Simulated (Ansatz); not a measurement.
# Vibrational response of BP at 5 GPa

Theory: DFT LDA, scalar-relativistic, plane waves, PAW (Ansatz 0.2.0). Plane waves to 420 eV; Γ-centred k mesh 10×10×10; fixed occupations. No spin polarisation. Phonons by linear response, acoustic sum rule imposed.

The cell, relaxed at 5 GPa:
```yaml
crystal:
  lattice:
    - [0.00000, 2.22508, 2.22508]
    - [2.22508, 0.00000, 2.22508]
    - [2.22508, 2.22508, 0.00000]
  atoms:
    - { symbol: B, position: [0.00000, 0.00000, 0.00000] }
    - { symbol: P, position: [0.75000, 0.75000, 0.75000] }
```

Optical modes at Γ (transverse, no macroscopic field); i marks an imaginary frequency:
| frequency (cm⁻¹) | degeneracy | IR intensity of the level ((D/Å)²/amu) |
| --- | --- | --- |
| 843 | 3 | 4.58 |

All 3 optical modes at Γ are real: no displacement of atoms at fixed cell lowers the energy to second order. Strains and modes at other wave vectors aren't tested by this run.

* Electronic dielectric constant ε∞ (principal values): 9.17
* Static dielectric constant ε0 (principal values): 9.4
* Refractive index √ε∞, mean: 3.03
* Kohn–Sham gap on the mesh: 1.12 eV
* Cost: 18 s on 1 thread of Intel(R) Xeon(R) Platinum 8488C (Sapphire Rapids) (shared host), peak memory 0.5 GiB

Born effective charges (e):
| atom | Z*xx | Z*yy | Z*zz | mean |
| --- | --- | --- | --- | --- |
| B (atom 1) | -0.73 | -0.73 | -0.73 | -0.73 |
| P (atom 2) | 0.73 | 0.73 | 0.73 | 0.73 |